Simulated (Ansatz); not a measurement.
TiCr2: pressure against volume

TiCr2, Fd-3m, a = 6.823 Å. The structure is a Materials Project entry; whether it is the stable form wasn't checked. Ansatz: r2SCAN, PAW, 500 eV, Γ-centred 10×10×10 mesh on 6 atoms, Gaussian smearing 0.10 eV; no spin polarisation. Symmetry fixes shape and atoms, so the cell is only scaled; pressure is positive in compression.

| V (Å³/atom) | P (GPa) |
| --- | --- |
| 12.439 | 14.81 |
| 12.836 | 6.86 |
| 13.233 | 0.02 |
| 13.630 | -5.87 |
| 14.027 | ? |

Problem. Take V0 = 13.233 Å³/atom, count pressures from its P0 = 0.02 GPa, fit the third-order Birch–Murnaghan form to the other rows, and predict the missing pressure.

Solution. With the Eulerian strain f = ½[(V0/V)^(2/3) − 1] and y = (P − P0)/[3f(1 + 2f)^(5/2)], the form is the line y = B0 + 1.5 B0 (B0′ − 4) f. Rows (f, y): 0.02106, 211.2; 0.01026, 211.2; -0.00976, 211.3. Means f = 0.007187, y = 211.23; Σ(Δf)² = 0.0004891, ΣΔfΔy = -0.001695; the slope is their ratio. y = 211.3 − 3.465 f GPa, so B0 = 211.3 GPa and B0′ = 4 + 2 × (-3.465)/(3 × 211.3) = 3.99. At V = 14.027, f = -0.01905, y = 211.37 and P = -10.94 GPa. The run gave -10.95 GPa, so the fit is 0.01 GPa too high, a small miss on the scale of the series. The form still works here, 33 % of the fitted range beyond its end.

Cost: 5 runs of about 1.3 core-minutes in all, on Intel Xeon 6975P-C (Granite Rapids) (shared hosts).